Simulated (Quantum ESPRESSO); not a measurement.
Kohn-Sham bands of GeTe(PbSe)2 (P3m1)

```
CELL_PARAMETERS angstrom
      4.32053     0.00000     0.00000
     -2.16027     3.74169     0.00000
      0.00000     0.00000    10.83392
ATOMIC_POSITIONS crystal
  Ge 0.00000 0.00000 0.00620
  Te 0.66667 0.33333 0.86465
  Pb 0.66667 0.33333 0.31332
  Pb 0.33333 0.66667 0.65422
  Se 0.33333 0.66667 0.16037
  Se 0.00000 0.00000 0.50123
```

Structure: Materials Project mp-1224368, symmetrised, not relaxed again. Not found in the COD (Crystallography Open Database) copy used; not checked further. Level: PBEsol, no spin polarisation, no spin-orbit coupling; pw.x of Quantum ESPRESSO at 69 Ry with PseudoDojo potentials, 6×6×4 k-points, Wannier90. Density: 12×12×4 mesh, Gaussian smearing 0.01 Ry. Spin-orbit coupling is left out although heavy elements are present.

Energies are relative to the valence-band maximum; weights are on the orthonormalised atomic waves of the pseudopotential files, averaged over the group. 90 electrons a cell are treated as valence.

```tsv
bands	from (eV)	to (eV)	filling	weight on atomic waves
1–10	-47.24	-47.20	filled	(withheld)
11–15	-36.26	-36.25	filled	(withheld)
16–20	-24.51	-24.50	filled	(withheld)
21–30	-16.74	-16.56	filled	(withheld)
31–32	-13.23	-12.05	filled	(withheld)
33	-11.58	-10.41	filled	(withheld)
34–36	-8.55	-5.67	filled	(withheld)
37–45	-4.72	0.00	filled	(withheld)
```

Task: Which atomic shells make up each group?

Result: 
- 1–10, weight on atomic waves: Se 3d 100 %
- 11–15, weight on atomic waves: Te 4d 100 %
- 16–20, weight on atomic waves: Ge 3d 100 %
- 21–30, weight on atomic waves: Pb 5d 100 %
- 31–32, weight on atomic waves: Se 4s 78 %, Pb 6p 10 %, Pb 6s 5 %
- 33, weight on atomic waves: Te 5s 71 %, Ge 4p 9 %, Ge 4s 6 %
- 34–36, weight on atomic waves: Pb 6s 50 %, Ge 4s 22 %, Se 4p 11 %
- 37–45, weight on atomic waves: Se 4p 45 %, Te 5p 21 %, Pb 6p 16 %

The Kohn-Sham gap over both meshes and the path is 0.50 eV.
